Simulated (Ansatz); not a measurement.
## Property card for BeTe

BeTe:
```
BeTe
1.0
    3.80127     0.00000     0.00000
   -1.90064     3.29200     0.00000
    0.00000     0.00000     5.97750
Be Te
2 2
Direct
  0.00000   0.00000   0.00000
  0.00000   0.00000   0.50000
  0.33333   0.66667   0.25000
  0.66667   0.33333   0.75000
```

Space group P6_3/mmc (No. 194), NiAs type; conventional cell a = b = 3.801 Å, c = 5.977 Å, α = β = 90.00°, γ = 120.00°.

Method: PBEsol in the plane-wave PAW code Ansatz. Structure relaxed to zero pressure with the same functional. Other levels are named where they apply.

**Cell and energy**

Volume per atom: 18.70 Å³
Density: 6.07 g/cm³
Formation energy from the elements (no fitted shifts): 77 meV/atom

**Electronic structure**

Electronic character: metallic (no gap)
Density of states at the Fermi level: 0.14 states/eV per atom (mean over ±0.08 eV)
Gap with spin–orbit coupling: none (metallic)

**Mechanics**

- Bulk modulus (Birch–Murnaghan fit): 72.7 GPa
- Pressure derivative B′: 4.1
- Elastic constants (relaxed ions, GPa): C11 = 114, C12 = 52.1, C13 = 50.9, C33 = 122, C44 = 13.0
- Mechanical stability: stable (all eigenvalues of C positive)
- Hill bulk and shear moduli: 73.0 and 22.3 GPa
- Young's modulus: 60.6 GPa
- Poisson's ratio: 0.36
- Debye temperature from the elastic constants: 242 K

**Phonons**

Highest zone-centre frequency: 376 cm⁻¹
Zone-centre stability: unstable, softest mode 176i cm⁻¹

This is a known high-pressure phase of the composition, computed here at zero pressure and temperature. Symmetry was held in the PBEsol relaxation. As this level gives no gap, shear constants depend on the k-mesh and smearing (Fermi–Dirac, 0.1 eV here). As this level gives no gap, phonon frequencies hold no LO–TO term and depend on the k-mesh and smearing (Fermi–Dirac, 0.1 eV here). The references are the lowest solids computed at this level, not always the standard phases. Spin–orbit coupling is left out wherever it is not named.

Potentials: the earlier of the program's two PAW sets. The files were generated under PBE; for other functionals the program regenerates the frozen cores, and for LDA and PBEsol the local potential too.
